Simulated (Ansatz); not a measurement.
Mo3Ir (Cu3Au type, Pm-3m), DFT-PBE in the program Ansatz with PAW potentials, all energies at zero smearing, with the estimated change up to a 700 eV cutoff added, with one set of potentials and settings (totals compare only within such a set). Cell of 4 atoms (3 Mo, 1 Ir): -26805.043 eV.

| element | reference phase | E (eV/atom) |
|---|---|---|
| Mo | Im-3m, 1 atoms in the cell | -4956.0557 |
| Ir | Fm-3m, 1 atoms in the cell | -11936.8363 |

Formation energy per atom, worked out: (-26805.043 − 3×(-4956.0557) − 1×(-11936.8363))/4 = -0.010 eV/atom (-1 kJ per mol of atoms), at 0 K, without zero-point energy or fitted corrections.

The cell is a constructed one: a structure type filled with these elements; neither database checked (COD, Materials Project) lists it. Its standing as an ambient phase is unchecked. The cell was relaxed with PBE under the symmetry of its start; its stability against distortions is not shown here. The run is not spin-polarised. The references are the lowest solids computed at this level, not always the standard phases. Scalar-relativistic: spin–orbit coupling is off unless named, which matters more the heavier the elements.

Potentials: the earlier of the program's two PAW sets.
